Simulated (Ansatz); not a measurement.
Input and command of a plane-wave DFT calculation in Ansatz:

```yaml
crystal:
  lattice:
    - [0.0, 5.069310705, 5.069310705]
    - [5.069310705, 0.0, 5.069310705]
    - [5.069310705, 5.069310705, 0.0]
  atoms:
    - { symbol: Cr, position: [0.625, 0.625, 0.625], spin: 3.0 }
    - { symbol: Cr, position: [0.125, 0.625, 0.625], spin: 3.0 }
    - { symbol: Cr, position: [0.625, 0.125, 0.625], spin: 3.0 }
    - { symbol: Cr, position: [0.625, 0.625, 0.125], spin: 3.0 }
    - { symbol: Ag, position: [0.0, 0.0, 0.0] }
    - { symbol: Ag, position: [0.25, 0.25, 0.25] }
    - { symbol: S, position: [0.86100439, 0.86100439, 0.86100439] }
    - { symbol: S, position: [0.83301316, 0.38899561, 0.38899561] }
    - { symbol: S, position: [0.38899561, 0.38899561, 0.83301316] }
    - { symbol: S, position: [0.38899561, 0.83301316, 0.38899561] }
    - { symbol: S, position: [0.86100439, 0.86100439, 0.41698684] }
    - { symbol: S, position: [0.86100439, 0.41698684, 0.86100439] }
    - { symbol: S, position: [0.38899561, 0.38899561, 0.38899561] }
    - { symbol: S, position: [0.41698684, 0.86100439, 0.86100439] }
basis:
  ecutwfc: 420
kpoints:
  mp_grid: { grid: [4, 4, 4] }
hamiltonian:
  xc: pbe
scf:
  occupations: { method: gaussian, width: 0.1 }
  lower_state_search: "off"
output:
  forces: true
  stress: true
  eigenvalues: true
  populations: true
magnetization:
  spin_polarized: true
```

```bash
ansatz run input.yaml --threads 1 --pin off --max-ram 2560MiB --backend cpu --events-out ev --progress --plain --runs-dir out
```

Processor: Arm Neoverse V2, 1 thread, on a host shared with other jobs.

Task: Estimate time, memory and problem size.

Result: About 46 s on 1 thread of Arm Neoverse V2, with other jobs on the host, peak memory 0.79 GiB. It solves 93 bands at 8 k points (the mesh reduced by symmetry) with about 5029 plane waves, in 14 SCF iterations.
